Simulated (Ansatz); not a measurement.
NbSi2 in space group P6_422 (No. 181; Nb on 3c, Si on 6i), PBE in the plane-wave PAW code Ansatz, all energies at zero smearing, with the estimated change up to a 700 eV cutoff added, with one set of potentials and settings (totals compare only within such a set). Cell of 9 atoms (3 Nb, 6 Si): -17476.736 eV.

```
element             reference phase  E (eV/atom)
-------  --------------------------  -----------
Nb       Im-3m, 1 atoms in the cell   -4552.2836
Si       Fd-3m, 2 atoms in the cell    -635.8096
```

Formation energy per atom, worked out: (-17476.736 − 3×(-4552.2836) − 6×(-635.8096))/9 = -0.559 eV/atom (-54 kJ per mol of atoms), at 0 K, without zero-point energy or fitted corrections.

The workflow started from a Materials Project entry (that database holds measured and hypothetical structures alike); the Crystallography Open Database files this formula in space group No. 181, but the cells were not matched. Whether it is the stable phase at ambient conditions was not checked. The PBE relaxation kept the symmetry of its start; whether a distortion lowers the energy is not shown. The run is not spin-polarised. The references are the lowest solids computed at this level, not always the standard phases.

Potentials: the later of the program's two PAW sets.
